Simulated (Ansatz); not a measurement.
Ca2Nb2O6F: field gradients at two levels of theory

Cell: a structure deposited in the COD, ions relaxed with PBE at fixed cell.

```cif
data_Ca2Nb2O6F
_symmetry_space_group_name_H-M 'Fd-3m:1'
_symmetry_Int_Tables_number 227
_cell_length_a 10.4440
_cell_length_b 10.4440
_cell_length_c 10.4440
_cell_angle_alpha 90.000
_cell_angle_beta 90.000
_cell_angle_gamma 90.000
loop_
_atom_site_label
_atom_site_type_symbol
_atom_site_symmetry_multiplicity
_atom_site_Wyckoff_symbol
_atom_site_fract_x
_atom_site_fract_y
_atom_site_fract_z
Ca Ca 16 c 0.6250 0.6250 0.1250
Nb Nb 16 d 0.1250 0.1250 0.6250
O O 48 f 0.2039 0.5000 0.0000
F F 8 a 0.5000 0.5000 0.0000
```

One atom of each set is listed; the run and its k-mesh use a cell of 22 atoms with edges of 7.39, 7.39, 7.39 Å.

First run. Computed with Ansatz: DFT, PBE, plane waves and PAW, scalar-relativistic, 420 eV cutoff, Γ-centred 6×6×6 k-points, Fermi–Dirac smearing 0.05 eV.

```
site  V_zz (10²¹ V/m²)     η
  Ca             -0.90  0.00
  Nb              9.27  0.00
   O              0.68  0.95
```

Second run. The same atoms and settings, except that the functional is r2SCAN and the cutoff is 500 eV.

Task: Given the first result, estimate the second.

Result: 

```tsv
site	V_zz	η	change of V_zz
Ca	-0.97	0.00	-0.07
Nb	8.89	0.00	-0.38
O	-0.73	0.91	–
```

The largest change of V_zz along a kept axis is on Nb, from 9.27 to 8.89. In per cent, |V_zz| changes by -4 on Nb (all sites that start above 2). On O the largest principal value lies along another axis in the second run, so the two V_zz can't be compared directly. Sites without a gradient aren't listed.

The run finds no gap above 0.1 eV (a metal, or nearly one), so the gradients can move by 10 % or more with the k-mesh. Without spin–orbit coupling (the program notes it for Nb) the gradients can shift somewhat, as the gap is small. Semilocal functionals can leave a metal where correlation in the d or f shell opens a gap in the real compound, and that would change the values at and beside Nb.
